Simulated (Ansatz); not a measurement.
This run works on a generated trial structure, not on a known crystal.

Input and command of a plane-wave DFT calculation in Ansatz:

```yaml
crystal:
  lattice:
    - [4.04384076, 0.0, 0.0]
    - [-2.02192038, 3.50206882, 0.0]
    - [0.0, 0.0, 6.00527453]
  atoms:
    - { symbol: Be, position: [0.50038277, 0.49961723, 0.01736809] }
    - { symbol: Be, position: [0.50038277, 0.00076553, 0.01736809] }
    - { symbol: Be, position: [0.99923447, 0.49961723, 0.01736809] }
    - { symbol: Be, position: [0.0, 0.0, 0.14290795] }
    - { symbol: Zn, position: [0.0, 0.0, 0.49417345] }
    - { symbol: Se, position: [0.66666667, 0.33333333, 0.31928292] }
basis:
  ecutwfc: 420
kpoints:
  mp_grid: { grid: [5, 5, 3] }
hamiltonian:
  xc: pbe
scf:
  occupations: { method: gaussian, width: 0.2 }
  lower_state_search: "off"
output:
  forces: true
  stress: true
  eigenvalues: true
relax:
  adjacent_minimum: "off"
  f_tol: 0.08
  max_steps: 16
  cell: { stress_tol: 0.8 }
```

```bash
ansatz run input.yaml --threads 1 --pin off --max-ram 2560MiB --backend cpu --events-out ev --progress --plain --runs-dir out
```

Processor: Intel(R) Xeon(R) Processor @ 2.50GHz (Skylake/Cascade Lake), 1 thread, on a host shared with other jobs.

Question: Estimate time, memory and problem size.

Answer: About 62 s, peak memory 0.37 GiB. It solves 24 bands at 12 k points (after reduction by symmetry) with about 1621 plane waves (on the last cell), in 71 SCF iterations over 9 ionic steps.
